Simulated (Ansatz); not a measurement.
## Quadrupolar parameters in WS2 at a changed volume

The cell is an entry of the Crystallography Open Database (COD), relaxed with PBE at fixed cell and then changed (volume scaled by 0.96, ions relaxed).

Space group P6_3/mmc (No. 194); a = 3.1106, c = 12.1565 Å, γ = 120.00°.

| site | Wyckoff | site symmetry | x | y | z |
| --- | --- | --- | --- | --- | --- |
| W | 2c | -6m2 | 0.3333 | 0.6667 | 0.2500 |
| S | 4f | 3m. | 0.3333 | 0.6667 | 0.6193 |

One atom of each set is listed.

Method: Kohn–Sham DFT in Ansatz, PBE, plane waves and PAW, scalar-relativistic, collinear spin, 420 eV cutoff, Γ-centred 16×16×4 k-points, Fermi–Dirac smearing 0.02 eV. Start moments as typed (μB): 2 on each W, none on the rest.

V_zz is the principal component of the electric field gradient with the largest magnitude, η = (V_xx − V_yy)/V_zz and C_Q = eQV_zz/h.

³³S: I = 3/2, Q = -69.40 mb. Nuclear quadrupole moments: year-2017 set (Pyykkö).

```tsv
site	atoms	first shell	V_zz (10²¹ V/m²)	η	C_Q (MHz)
W	2	6 S at 2.40 Å	-15.80	0.00	–
S	4	3 W at 2.40 Å; also 7 S at 3.11–3.18 Å	-3.84	0.00	6.45
```

An axis of threefold or higher order runs through W and S, so V_zz lies along it and η is zero.

W has no stable isotope with a ground-state quadrupole moment in the table, so no C_Q is given.

Without spin–orbit coupling the gradients at and beside W can be off by some per cent, at some sites by more. At this changed cell the PBE pressure is 8 GPa. The start moments die out, and the run ends without spin.
